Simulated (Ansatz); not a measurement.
ScPd3C:
```
CELL_PARAMETERS angstrom
      4.14767     0.00000     0.00000
      0.00000     4.14767     0.00000
      0.00000     0.00000     4.14767
ATOMIC_POSITIONS crystal
  Sc 0.00000 0.00000 0.00000
  Pd 0.00000 0.50000 0.50000
  Pd 0.50000 0.00000 0.50000
  Pd 0.50000 0.50000 0.00000
  C  0.50000 0.50000 0.50000
```

Relaxed with PBEsol. Special points in fractions of this cell's reciprocal vectors: Γ (0.000, 0.000, 0.000); X (0.000, 0.500, 0.000); M (0.500, 0.500, 0.000); R (0.500, 0.500, 0.500).

Task: List the band energies nearest the Fermi level at these points for the program Ansatz at the PBEsol level (PAW).

Result: In eV from the Fermi level; about four levels below and three above (degenerate sets whole), none deeper than 8.9 eV; points with the same levels are listed once.

```csv
k,below,above
Γ,-1.54 -1.47 -1.47 -1.47,1.31 1.31 2.28 2.28 2.28
X,-2.36 -1.47 -0.27 -0.27,0.89 0.89 0.96
M,-2.51 -1.70 -0.36 -0.36,0.86 0.86 1.02
R,-1.64 -1.64 -1.64 -0.27 -0.27 -0.27,0.26 0.26 0.26
```

Space group Pm-3m (anti-perovskite). The start of the workflow was typed in or built on a structure type; neither database checked (COD, Materials Project) lists it. Its standing as an ambient phase is unchecked. The PBEsol relaxation kept the symmetry of its start; phonons show weakly imaginary modes. No spin polarisation was allowed. Scalar-relativistic: spin–orbit coupling is off unless named, which matters more the heavier the elements.

Potentials: the later of the program's two PAW sets.
